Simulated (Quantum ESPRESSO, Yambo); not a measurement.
RbBr (rock salt, space group Fm-3m, No. 225): one geometry, one set of PBEsol (Quantum ESPRESSO, PseudoDojo norm-conserving, 46 Ry, with spin-orbit coupling) orbitals, self-energies from Yambo (4×4×4 Γ-centred k mesh, 224 bands and a 7 Ry block in the screening, 224 bands in G with the Bruneval-Gonze terminator, plasmon pole fitted at 27.2 eV).

```tsv
level	gap Γ → Γ (eV)
PBEsol (Quantum ESPRESSO)	4.06
exchange only (Hartree-Fock self-energy on PBEsol orbitals)	(withheld)
static COHSEX@PBEsol	7.89
G0W0@PBEsol, plasmon pole	(withheld)
```

### Question
What belongs in the gaps?

### Answer

- exchange only (Hartree-Fock self-energy on PBEsol orbitals), gap Γ → Γ (eV): 11.51
- G0W0@PBEsol, plasmon pole, gap Γ → Γ (eV): 6.58

Bare exchange has no screening and gives the widest gap; static COHSEX screens it but leaves out the frequency dependence, which G0W0 restores.

Nearest settings tried, and what they do to the gap: 138 bands in W, 138 bands in G: -34 meV; 3 Ry block (65 vectors against 181): -214 meV. Not varied: mesh. So the settings aren't converged at that level.

Geometry relaxed with PBEsol; primitive cell a = 4.8389 Å, b = 4.8389 Å, c = 4.8389 Å, α = 60.00°, β = 60.00°, γ = 60.00°.
